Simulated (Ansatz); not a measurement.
Relaxed-ion elastic tensor of RhPb (CsCl type, Pm-3m) in GPa (Voigt order), the program Ansatz at the PBEsol level (PAW); density 14.03 g/cm³, 18.35 Å³ per atom.

|  | 1 | 2 | 3 | 4 | 5 | 6 |
|---|---|---|---|---|---|---|
| 1 | 143 | 133 | 133 | 0.0 | 0.0 | 0.0 |
| 2 | 133 | 143 | 133 | 0.0 | 0.0 | 0.0 |
| 3 | 133 | 133 | 143 | 0.0 | 0.0 | 0.0 |
| 4 | 0.0 | 0.0 | 0.0 | 24.4 | 0.0 | 0.0 |
| 5 | 0.0 | 0.0 | 0.0 | 0.0 | 24.4 | 0.0 |
| 6 | 0.0 | 0.0 | 0.0 | 0.0 | 0.0 | 24.4 |

Q: Is the crystal mechanically stable?

A: Yes: the smallest eigenvalue of C is 9.5 GPa.

Q: Work out the Voigt, Reuss and Hill averages.

A: K_V = 136, K_R = 136, K_H = 136; G_V = 16.5, G_R = 9.2, G_H = 12.9 GPa.

Q: Give Young's modulus, Poisson's ratio, Pugh's ratio and the universal anisotropy index.

A: E = 9KG/(3K + G) = 37.5 GPa; ν = 0.45; K/G = 10.59 (ductile by the Pugh limit of 1.75); A_U = 5G_V/G_R + K_V/K_R − 6 = 3.97.

Q: Estimate the sound speeds and the Debye temperature.

A: v_l = √((K + 4G/3)/ρ) = 3310 m/s, v_t = √(G/ρ) = 958 m/s, mean 1090 m/s; Θ = (h/k)(3n/4πV)^(1/3) v_m = 123 K.

Q: Give the Zener ratio and Young's modulus along [100], [110] and [111].

A: A = 2C44/(C11 − C12) = 5.11; 1/E = S11 − 2(S11 − S12 − S44/2)Γ with Γ = 0, 1/4, 1/3 gives 14.1, 35.0, 69.0 GPa.

Q: Solve the Christoffel equation for the three sound speeds along [100], [110], [111].

A: Eigenvalues of C_ijkl n_j n_l equal ρv². In km/s, slowest first: [100] 1.32, 1.32, 3.19; [110] 0.58, 1.32, 3.40; [111] 0.90, 0.90, 3.47.

A made-up cell: these elements were put on the sites of a structure type; neither database checked (COD, Materials Project) lists it. COD files the formula under space group No. 191. Whether it is the stable phase at ambient conditions was not checked. The PBEsol relaxation kept the symmetry of its start; its stability against distortions is not shown here. No spin polarisation was allowed. As this level gives no gap, shear constants depend on the k-mesh and smearing (Fermi–Dirac, 0.1 eV here). Spin–orbit coupling is left out wherever it is not named.

Potentials: the earlier of the program's two PAW sets. The files were generated under PBE; for other functionals the program regenerates the frozen cores, and for LDA and PBEsol the local potential too.
